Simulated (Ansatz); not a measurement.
An elastic tensor (GPa, Voigt order, standard axes) from plane-wave PAW r²SCAN (Ansatz code):

```csv
,1,2,3,4,5,6
1,451,6.4,6.4,0.0,0.0,0.0
2,6.4,451,6.4,0.0,0.0,0.0
3,6.4,6.4,451,0.0,0.0,0.0
4,0.0,0.0,0.0,46.0,0.0,0.0
5,0.0,0.0,0.0,0.0,46.0,0.0
6,0.0,0.0,0.0,0.0,0.0,46.0
```

### Question
Which of these materials gives this?
(A) C, Im-3m (C on 12d)
(B) KF, rock salt
(C) CaB6, Pm-3m (Ca on 1b, B on 6e)
(D) CsH, rock salt

### Answer
C, CaB6, Pm-3m (Ca on 1b, B on 6e)

The r²SCAN relaxation kept the symmetry of its start. As this level gives no gap, shear constants depend on the k-mesh and smearing (Fermi–Dirac, 0.1 eV here).

Potentials: the later of the program's two PAW sets.
